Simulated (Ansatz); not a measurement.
## GaN (F-43m): lattice vibrations

```yaml
crystal:
  lattice:
    - [0.00000, 2.22771, 2.22771]
    - [2.22771, 0.00000, 2.22771]
    - [2.22771, 2.22771, 0.00000]
  atoms:
    - { symbol: Ga, position: [0.00000, 0.00000, 0.00000] }
    - { symbol: N, position: [0.25000, 0.25000, 0.25000] }
```

The conventional cell has a = 4.455 Å, b = 4.455 Å, c = 4.455 Å, α = 90.00°, β = 90.00°, γ = 90.00°. Ga (atom 1) has 4 N at 1.93 Å as nearest neighbours. Around N (atom 2) lie 4 Ga at 1.93 Å.

Level of theory, where no other is named: LDA, all-electron LAPW in Ansatz 0.2.0, scalar-relativistic. k mesh 8×8×8, fixed occupations, basis error target 1 meV/atom. The cell was relaxed by PAW under this functional. This phase needn't be the one found at ambient conditions.

Atoms are displaced by 0.01 Å in the smallest supercells that hold the wave vectors of a 2×2×2 mesh. Negative values stand for unstable modes. The zone centre has no LO-TO term.

Problem. What are the phonon energies at the solved wave vectors, in cm⁻¹?

Solution. 

| q | point | modes (cm⁻¹) |
| --- | --- | --- |
| 0.000 0.000 0.000 | Gamma | 554.0 (×3) |
| 0.500 0.000 0.000 | L | 137.3 (×2), 341.4, 577.8 (×2), 699.1 |
| 0.500 0.500 0.000 | X | 193.1 (×2), 347.1, 616.9 (×2), 689.7 |

Problem. Is the structure dynamically stable at these wave vectors?

Solution. Yes, no mode is unstable there; wave vectors off this mesh aren't tested.

Problem. How do the optical zone-centre modes decompose, and which are active?

Solution. Point group -43m: Γ_opt = T2.

```json
{"label": "T2", "cm⁻¹": "554.0", "activity": "IR and Raman", "mostly": "N (83 %)"}
```

Problem. How well do frozen-core PAW files reproduce these all-electron values?

Solution. With a cutoff of 420 eV and displacements of 0.0025 Å, the r.m.s. difference over the modes is 0.8 cm⁻¹; the largest difference is 552.8 (PAW) against 554.0 cm⁻¹ (LAPW).

Problem. The cell is scaled evenly to 21.779 and 22.442 Å³ (from 22.111), with free atoms relaxed and the shape held. What are the mode Grüneisen parameters γ = −d ln ω/d ln V?

Solution. For the highest mode, 713.0 cm⁻¹ in the small cell and 685.7 in the large one give γ ≈ 1.30. From the change of the dynamical matrix on each mode:

```csv
point,cm⁻¹,γ
Gamma,554.0,1.50
L,137.3,-0.45
L,341.4,0.98
L,577.8,1.55
L,699.1,1.30
X,193.1,0.09
X,347.1,1.00
X,616.9,1.51
X,689.7,1.30
```

Weighted by the modes' heat capacities at 300 K, the mean on this mesh is 0.66; it moves with the q mesh, and a coarse one overweights the zone boundary. Rows under −0.05 (1 here) are modes that soften under compression and pull towards negative thermal expansion.

Problem. Linear response on PAW files adds the field. What are the dielectric tensor, the Born charges and the LO shift?

Solution. ε∞ = (5.77, 5.77, 5.77) along x, y, z with local fields. Born charges (xx, yy, zz): Ga1 (2.63, 2.63, 2.63); N2 (-2.63, -2.63, -2.63). The highest zone-centre mode lies at 552.8 cm⁻¹ without the macroscopic field and at 731.5 cm⁻¹ with it, for q along x. Lyddane-Sachs-Teller then gives ε₀ = ε∞ (ω_LO/ω_TO)² = 10.10. With the ions free to follow the field, the program's ε₀ is (10.10, 10.10, 10.10).

Caveats: this zinc-blende form is metastable at ambient conditions; the frozen-core PAW files of the compared runs were fitted under PBE, their cores solved anew for this functional; field response not resolved by the mesh; semilocal gaps are low, and ε∞ tends to come out large.
